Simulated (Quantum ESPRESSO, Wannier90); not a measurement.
**Wannier functions of PbSe (rock salt)**

```
begin unit_cell_cart
ang
    0.0000000000    3.0908250000    3.0908250000
    3.0908250000    0.0000000000    3.0908250000
    3.0908250000    3.0908250000    0.0000000000
end unit_cell_cart
begin atoms_frac
Pb   0.0000000000  0.0000000000  0.0000000000
Se   0.5000000000  0.5000000000  0.5000000000
end atoms_frac
```

Materials Project entry mp-2201; symmetrised, unrelaxed at this level. COD (Crystallography Open Database) has an entry of this formula and space group (matched by these alone). Method: PBE plane waves in Quantum ESPRESSO 7.5 (PseudoDojo norm-conserving files, 69 Ry, no spin polarisation, no spin-orbit coupling), Bloch states on a 10×10×10 mesh through Γ, Wannier90 4.0.1. Density: 10×10×10 mesh, cold smearing 0.01 Ry. Spin-orbit coupling is left out although heavy elements are present.

Bands 11-15 form an isolated set from -13.33 to 0.00 eV relative to the valence-band maximum (on the path) and are turned into 5 Wannier functions by minimising the spread from the start: s functions at random places.

Centres (Cartesian, Å; one of the equivalent choices) and spreads:

| n | x | y | z | spread (Å²) | nearest atom |
|---|---|---|---|---|---|
| 1 | -3.243 | -3.586 | -3.279 | 3.009 | Se2 |
| 2 | -2.565 | 0.069 | -0.091 | 3.063 | Se2 |
| 3 | 0.000 | 0.000 | 0.000 | 2.853 | Pb1 |
| 4 | -0.294 | -2.682 | -0.252 | 2.954 | Se2 |
| 5 | -0.081 | 0.018 | -2.562 | 3.073 | Se2 |

Ω_I = 13.40 Å², Ω_total = 14.95 Å²; the interpolated bands follow pw.x to 3.7 meV rms on the path. It is the lowest total spread that any start reached here.
